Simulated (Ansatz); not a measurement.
Relaxed SiO2 (rutile):

```
CELL_PARAMETERS angstrom
      4.23588     0.00000     0.00000
      0.00000     4.23588     0.00000
      0.00000     0.00000     2.68991
ATOMIC_POSITIONS crystal
  Si 0.50000 0.50000 0.50000
  Si 0.00000 0.00000 0.00000
  O  0.80699 0.80699 0.50000
  O  0.30699 0.69301 0.00000
  O  0.69301 0.30699 0.00000
  O  0.19301 0.19301 0.50000
```

The atoms are displaced by Q × the pattern below (from a DFPT mode at Γ, largest move 1; Q in Å), at fixed cell.

```csv
atom,x,y,z
Si1,0.000,0.000,0.495
Si2,0.000,0.000,-0.495
O3,0.000,0.000,1.000
O4,0.000,0.000,-1.000
O5,0.000,0.000,-1.000
O6,0.000,0.000,1.000
```

Method: PBE (plane waves to 420 eV, PAW, scalar-relativistic; Ansatz, an electronic-structure program). k mesh 8×8×12 (Γ-centred), Fermi-Dirac smearing 0.05 eV. SiO2 was relaxed with its symmetry unable to fall. The PAW data are Ansatz's earlier set.

At one point of the scan the forces (eV/Å) are:

| atom | Fx | Fy | Fz |
|---|---|---|---|
| Si1 | 0.000 | 0.000 | -5.331 |
| Si2 | 0.000 | 0.000 | 5.331 |
| O3 | -1.623 | -1.623 | -5.584 |
| O4 | -1.623 | 1.623 | 5.584 |
| O5 | 1.623 | -1.623 | 5.584 |
| O6 | 1.623 | 1.623 | -5.584 |

Problem. Which point is it?
A) Q = 0.060 Å
B) Q = 0.090 Å
C) Q = 0.180 Å
D) Q = 0.030 Å

Solution. C, Q = 0.180 Å

(A displaced cell: forces are minus the slopes of the energy, force constants its curvatures, and phonons follow from these.)
